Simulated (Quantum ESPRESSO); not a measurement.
Simulation results for Zr₂Al₄PdW (simulated cell)

Calculation on a made-up metal alloy cell, not a measurement: no spin or spin-orbit, unrelaxed, 2900 K smearing, stress positive in tension, cell energy less fitted offsets; periodic Kohn-Sham density functional theory in plane waves with PseudoDojo standard norm-conserving scalar-relativistic pseudopotentials, each functional with its own files (v0.5 for PBE, v0.4.1 for LDA and PBEsol), eight atoms on drawn sites of a strained close-packed or body-centred lattice, each displaced and held fixed; the energy is the cell's free energy, ions and the entropy term -TS included, at the stated Fermi-Dirac width, less a fixed offset for each atom's element (shifted free energy); compositions with an open d shell lost a parallel starting moment in a cheaper test run, and other magnetic orders were not tried; an error bar is the largest change of its kind in a tighter rerun, never given below 0.002 eV, 0.02 GPa or 0.003 eV/angstrom, and covers cutoff and k-mesh only, not smearing or the files. Program: Quantum ESPRESSO 7.5.

Common to all runs: lattice type face-centred cubic; functional pbe; cutoff 1116 eV; fermi dirac smearing 0.25 eV; electrons removed 0; run command mpirun -np 4 pw.x -nk 4 -in in; run processor AMD EPYC, Zen 5, virtual cores; k mesh 6 x 6 x 3 shifted half a step off Gamma on each axis.

Notes on all entries: heavy elements are run without spin-orbit coupling, which real alloys of them have; a spin test at this wide smearing found no moment, but such smearing suppresses magnetism that the real alloy may have; lattice, volume and sites are drawn at random and may be unstable or far from any real phase; energies are for the whole cell, less offsets fitted to these runs, so they are not formation energies.

(1) Zr₂Al₄PdW (simulated cell)

```
Zr2Al4PdW
1.0
     -0.0094    -0.0258    -4.1021
     -4.1750     0.0484    -0.0094
      1.9954     8.1769     2.1073
Zr Pd W Al Zr
1 1 1 4 1
Direct
  -0.04290 -0.01931 -0.00848
  0.14246 0.59872 0.24211
  0.26338 0.23826 0.50882
  0.35254 0.84608 0.74803
  0.49788 0.47181 0.00612
  0.60711 0.12057 0.26611
  0.72414 0.75322 0.49901
  0.88678 0.38549 0.75177
```

* entropy term negative ts: -1.082 eV
* pressure: -0.31 GPa
* stress xx: -0.29 GPa
* stress yy: -3.92 GPa
* stress zz: 5.14 GPa
* stress yz: 0.84 GPa
* stress xz: 0.27 GPa
* stress xy: -1.68 GPa
* shifted free energy: -1.124 eV

Atoms:
```
atoms element  atom site  atom energy offset (eV)
           Zr          1                 -1377.61
           Pd          2                 -3687.45
            W          3                 -2063.48
           Al          4                   -63.26
           Al          5                   -63.26
           Al          6                   -63.26
           Al          7                   -63.26
           Zr          8                 -1377.61
```

Forces:
```
site  x (eV/Å)  y (eV/Å)  z (eV/Å)
   1     0.089     2.878    -1.304
   2    -0.055     0.404     0.285
   3    -0.429    -1.294      0.62
   4    -0.891    -0.885    -0.482
   5    -0.387     0.848     0.439
   6    -0.049    -0.111    -0.274
   7     0.244    -0.219    -0.299
   8     1.478    -1.623     1.014
```

Notes: error bars: energy 0.002 eV, stress 0.049 GPa, force 0.0055 eV/Å, from a tighter rerun of a related cell, whose elements or sites may differ; 16 SCF iterations, 104 s of wall time on a shared machine.

(2) Zr₂Al₄PdW (simulated cell)

```
Zr2Al4PdW
1.0
     -0.0094    -0.0258    -4.1021
     -4.1750     0.0484    -0.0094
      1.9954     8.1769     2.1073
Zr Al W Pd Al Zr
1 1 1 1 3 1
Direct
  -0.04290 -0.01931 -0.00848
  0.14246 0.59872 0.24211
  0.26338 0.23826 0.50882
  0.35254 0.84608 0.74803
  0.49788 0.47181 0.00612
  0.60711 0.12057 0.26611
  0.72414 0.75322 0.49901
  0.88678 0.38549 0.75177
```

- entropy term negative ts: -1.153 eV
- pressure: 0.24 GPa
- stress xx: -0.54 GPa
- stress yy: -2.28 GPa
- stress zz: 2.09 GPa
- stress yz: 0.16 GPa
- stress xz: 0.96 GPa
- stress xy: -0.9 GPa
- shifted free energy: -0.649 eV

Atoms:
```
atoms element  atom site  atom energy offset (eV)
           Zr          1                 -1377.61
           Al          2                   -63.26
            W          3                 -2063.48
           Pd          4                 -3687.45
           Al          5                   -63.26
           Al          6                   -63.26
           Al          7                   -63.26
           Zr          8                 -1377.61
```

Forces:
```
site  x (eV/Å)  y (eV/Å)  z (eV/Å)
   1     0.091     2.911    -0.733
   2    -0.106      0.83     0.802
   3    -0.151    -2.299     0.387
   4    -0.638    -0.496    -0.253
   5    -0.382    -0.064     0.317
   6      0.04     0.159    -0.518
   7      0.23     0.519     -0.39
   8     0.915     -1.56     0.389
```

Notes: error bars: energy 0.002 eV, stress 0.049 GPa, force 0.0055 eV/Å, from a tighter rerun of this cell; 16 SCF iterations, 99 s of wall time on a shared machine.

(3) Zr₂Al₄PdW (simulated cell)

```
Zr2Al4PdW
1.0
     -0.0094    -0.0258    -4.1021
     -4.1750     0.0484    -0.0094
      1.9954     8.1769     2.1073
Zr Al W Al Pd Al Zr
1 1 1 1 1 2 1
Direct
  -0.04290 -0.01931 -0.00848
  0.14246 0.59872 0.24211
  0.26338 0.23826 0.50882
  0.35254 0.84608 0.74803
  0.49788 0.47181 0.00612
  0.60711 0.12057 0.26611
  0.72414 0.75322 0.49901
  0.88678 0.38549 0.75177
```

- entropy term negative ts: -1.157 eV
- pressure: 0.14 GPa
- stress xx: -0.06485 GPa
- stress yy: -2.86 GPa
- stress zz: 2.51 GPa
- stress yz: 0.95 GPa
- stress xz: 0.1 GPa
- stress xy: -1.28 GPa
- shifted free energy: -1 eV

Atoms:
```
atoms element  atom site  atom energy offset (eV)
           Zr          1                 -1377.61
           Al          2                   -63.26
            W          3                 -2063.48
           Al          4                   -63.26
           Pd          5                 -3687.45
           Al          6                   -63.26
           Al          7                   -63.26
           Zr          8                 -1377.61
```

Forces:
```
site  x (eV/Å)  y (eV/Å)  z (eV/Å)
   1    -0.034     2.608    -0.641
   2    -0.086     0.421     0.647
   3    -0.502    -2.273     0.579
   4    -0.824    -0.737    -0.453
   5    -0.188     0.836     0.159
   6    -0.047    -0.249    -0.524
   7     0.236     0.436    -0.406
   8     1.444    -1.042     0.639
```

Notes: error bars: energy 0.002 eV, stress 0.049 GPa, force 0.0055 eV/Å, from a tighter rerun of a related cell, whose elements or sites may differ; 17 SCF iterations, 104 s of wall time on a shared machine.

(4) Zr₂Al₄PdW (simulated cell)

```
Zr2Al4PdW
1.0
     -0.0094    -0.0258    -4.1021
     -4.1750     0.0484    -0.0094
      1.9954     8.1769     2.1073
Zr Al W Al Pd Al Zr
1 1 1 2 1 1 1
Direct
  -0.04290 -0.01931 -0.00848
  0.14246 0.59872 0.24211
  0.26338 0.23826 0.50882
  0.35254 0.84608 0.74803
  0.49788 0.47181 0.00612
  0.60711 0.12057 0.26611
  0.72414 0.75322 0.49901
  0.88678 0.38549 0.75177
```

- entropy term negative ts: -1.116 eV
- pressure: -0.03774 GPa
- stress xx: 3.92 GPa
- stress yy: -4.81 GPa
- stress zz: 1.01 GPa
- stress yz: 0.59 GPa
- stress xz: 0.32 GPa
- stress xy: -1.25 GPa
- shifted free energy: -0.965 eV

Atoms:
```
atoms element  atom site  atom energy offset (eV)
           Zr          1                 -1377.61
           Al          2                   -63.26
            W          3                 -2063.48
           Al          4                   -63.26
           Al          5                   -63.26
           Pd          6                 -3687.45
           Al          7                   -63.26
           Zr          8                 -1377.61
```

Forces:
```
site  x (eV/Å)  y (eV/Å)  z (eV/Å)
   1     0.095     2.772    -1.199
   2    -0.025     0.845     0.564
   3    -0.502    -1.318     0.623
   4    -0.893    -0.983    -0.478
   5    -0.328     0.654      0.31
   6     0.026    -0.126    -0.286
   7      0.16    -0.206    -0.527
   8     1.466    -1.638     0.994
```

Notes: error bars: energy 0.002 eV, stress 0.049 GPa, force 0.0055 eV/Å, from a tighter rerun of a related cell, whose elements or sites may differ; 17 SCF iterations, 106 s of wall time on a shared machine.

(5) Zr₂Al₄PdW (simulated cell)

```
Zr2Al4PdW
1.0
     -0.0094    -0.0258    -4.1021
     -4.1750     0.0484    -0.0094
      1.9954     8.1769     2.1073
Zr Al W Al Pd Zr
1 1 1 3 1 1
Direct
  -0.04290 -0.01931 -0.00848
  0.14246 0.59872 0.24211
  0.26338 0.23826 0.50882
  0.35254 0.84608 0.74803
  0.49788 0.47181 0.00612
  0.60711 0.12057 0.26611
  0.72414 0.75322 0.49901
  0.88678 0.38549 0.75177
```

- entropy term negative ts: -1.104 eV
- pressure: 0.23 GPa
- stress xx: 0.76 GPa
- stress yy: -2.38 GPa
- stress zz: 0.93 GPa
- stress yz: 0.25 GPa
- stress xz: 0.27 GPa
- stress xy: -0.87 GPa
- shifted free energy: -0.717 eV

Atoms:
```
atoms element  atom site  atom energy offset (eV)
           Zr          1                 -1377.61
           Al          2                   -63.26
            W          3                 -2063.48
           Al          4                   -63.26
           Al          5                   -63.26
           Al          6                   -63.26
           Pd          7                 -3687.45
           Zr          8                 -1377.61
```

Forces:
```
site  x (eV/Å)  y (eV/Å)  z (eV/Å)
   1     0.117     3.536    -1.276
   2    -0.074     1.372     0.684
   3    -0.203    -1.797     0.587
   4    -0.842    -1.306    -0.461
   5    -0.405     0.124     0.332
   6     0.106      0.63    -0.622
   7     0.061    -0.311    -0.261
   8      1.24    -2.249     1.016
```

Notes: error bars: energy 0.002 eV, stress 0.049 GPa, force 0.0055 eV/Å, from a tighter rerun of a related cell, whose elements or sites may differ; 17 SCF iterations, 110 s of wall time on a shared machine.
